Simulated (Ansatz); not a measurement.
SnPb3S4 (Cmmm)

Computed with Ansatz, DFT PBE, scalar-relativistic, plane waves, PAW.

Settings: cutoff 420 eV, Γ-centred mesh 6×6×10 on the computed 8-atom cell, Gaussian smearing of 0.10 eV; no spin polarisation.

The structure is relaxed at this level of theory with its symmetry kept, and needn't be the ground state of this composition.

```cif
data_structure
_symmetry_space_group_name_H-M 'Cmmm'
_symmetry_Int_Tables_number 65
_cell_length_a 8.4445
_cell_length_b 11.9429
_cell_length_c 4.2228
_cell_angle_alpha 90.000
_cell_angle_beta 90.000
_cell_angle_gamma 90.000
_cell_volume 425.87
loop_
_atom_site_label
_atom_site_type_symbol
_atom_site_symmetry_multiplicity
_atom_site_Wyckoff_symbol
_atom_site_fract_x
_atom_site_fract_y
_atom_site_fract_z
_atom_site_occupancy
Sn1 Sn 2 c 0.50000 0.00000 0.50000 1
Pb1 Pb 4 e 0.25000 0.25000 0.00000 1
Pb2 Pb 2 d 0.00000 0.00000 0.50000 1
S1 S 4 g 0.25534 0.00000 0.00000 1
S2 S 4 j 0.50000 0.24728 0.50000 1
```

```json
{"Space group": "Cmmm (No. 65)", "Volume per atom": "26.62 Å³", "Formation energy from the elements' standard states (uncorrected)": "-0.512 eV/atom", "Kohn–Sham band gap": "0.04 eV", "Orbital (Löwdin) character of the top 1 eV of the valence band": "S 3p 63 %, Sn 5s 14 %, Pb 6p 9 %, Pb 6s 8 %", "Orbital (Löwdin) character of the lowest 1 eV of the conduction band": "Pb 6p 50 %, Sn 5p 19 %, S 3s 14 %, S 3p 10 %", "Bader charge by site (e)": "Sn (1 in the cell) 1.03, Pb (2 in the cell) 1.01, Pb (1 in the cell) 0.98, S (2 in the cell) -1.01, S (2 in the cell) -1.00"}
```

Spin-orbit coupling is left out, which matters for the bands of heavy elements.

The cell was found from a structure generator's guess, not taken from experiment. Kohn–Sham gaps at this level usually fall short of measured ones. Löwdin shares on free-atom orbitals overweight diffuse shells in the empty bands.
